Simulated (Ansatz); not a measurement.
SrTe:
```
SrTe
1.0
    0.00000     3.35931     3.35931
    3.35931     0.00000     3.35931
    3.35931     3.35931     0.00000
Sr Te
1 1
Direct
  0.00000   0.00000   0.00000
  0.50000   0.50000   0.50000
```

Relaxed with PBE.

Map the valence electron density (e/Å³), cut off at 2 on the plane through (0.000, 0.000, 0.000) spanned by u = [1, 0, 0] and v = [0, 1, -1] in lattice vectors, from PBE (plane waves, PAW; program Ansatz).

x is the fraction of u, y of v (the angle between them is 90°; rows are the nearest grid lines); atoms in the plane: Sr at (0.00, 0.00), Te at (0.50, 0.50).
```
y \ x   0.000  0.0833  0.167  0.292  0.375  0.458  0.542  0.625  0.708  0.833  0.917   1.00
------  -----  ------  -----  -----  -----  -----  -----  -----  -----  -----  -----  -----
1.00     1.05    2.00   1.38  0.089  0.039  0.037  0.037  0.039  0.089   1.38   2.00   1.05
0.917    2.00    2.00  0.960  0.086  0.055  0.057  0.057  0.055  0.086  0.960   2.00   2.00
0.833    1.38   0.960  0.333  0.104  0.118  0.138  0.138  0.118  0.104  0.333  0.960   1.38
0.750   0.216   0.170  0.121  0.178  0.280  0.365  0.365  0.280  0.178  0.121  0.170  0.216
0.708   0.089   0.086  0.104  0.244  0.426  0.592  0.592  0.426  0.244  0.104  0.086  0.089
0.625   0.039   0.055  0.118  0.427  0.995   2.00   2.00  0.995  0.427  0.118  0.055  0.039
0.542   0.037   0.057  0.138  0.588   2.00   2.00   2.00   2.00  0.588  0.138  0.057  0.037
0.458   0.037   0.057  0.138  0.588   2.00   2.00   2.00   2.00  0.588  0.138  0.057  0.037
0.375   0.039   0.055  0.118  0.427  0.995   2.00   2.00  0.995  0.427  0.118  0.055  0.039
0.292   0.089   0.086  0.104  0.244  0.426  0.592  0.592  0.426  0.244  0.104  0.086  0.089
0.250   0.216   0.170  0.121  0.178  0.280  0.365  0.365  0.280  0.178  0.121  0.170  0.216
0.167    1.38   0.960  0.333  0.104  0.118  0.138  0.138  0.118  0.104  0.333  0.960   1.38
0.0833   2.00    2.00  0.960  0.086  0.055  0.057  0.057  0.055  0.086  0.960   2.00   2.00
0.000    1.05    2.00   1.38  0.089  0.039  0.037  0.037  0.039  0.089   1.38   2.00   1.05
```

The density is the valence pseudo-density with augmentation charge, so density and ELF within about 1 Å of a nucleus are not all-electron values.

Space group Fm-3m (rock salt). Symmetry was held in the PBE relaxation. Spin–orbit coupling is left out wherever it is not named.

Potentials: the later of the program's two PAW sets.
